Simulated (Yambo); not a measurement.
Li2WS4 (space group I-42m, No. 121); a = b = c = 6.179 Å, α = β = 122.14°, γ = 86.33°. With the G0W0 scissor the direct gap on the mesh is 3.75 eV. Axes are Cartesian, with cell vectors (Å) (-2.99, 2.99, 4.51), (2.99, -2.99, 4.51), (2.99, 2.99, -4.51).

### Question
Does this run resolve the lowest exciton, and if so, what are its energy and binding? (Yambo, PBEsol bands; 4×4×4 mesh, 12 valence and 11 conduction bands, static screening with 94 bands and a 3 Ry block, scissor 1.78 eV, Tamm-Dancoff.)

### Answer
The mesh holds a bound state, but the numbers are provisional. These are vertical excitations (zero momentum); the indirect quasiparticle gap, about 3.36 eV, is smaller than the direct one (3.75 eV on the GW mesh). The lowest state lies at 2.98 eV (weak for light along x, 2 states within 2 meV), the direct quasiparticle gap on this mesh at 3.75 eV. Its binding energy, counted from that gap, is 0.77 eV; it spreads over about 31 k points of the mesh. Convergence with the mesh was not shown. The scissor comes from a G0W0 run whose convergence isn't established. Spin-orbit coupling is left out, which matters for elements this heavy: edges can move by tenths of an eV.

Geometry relaxed with PBE+D3(BJ).

The structure is a Materials Project entry; no match was found in the copy of COD used, and its stability was not checked.
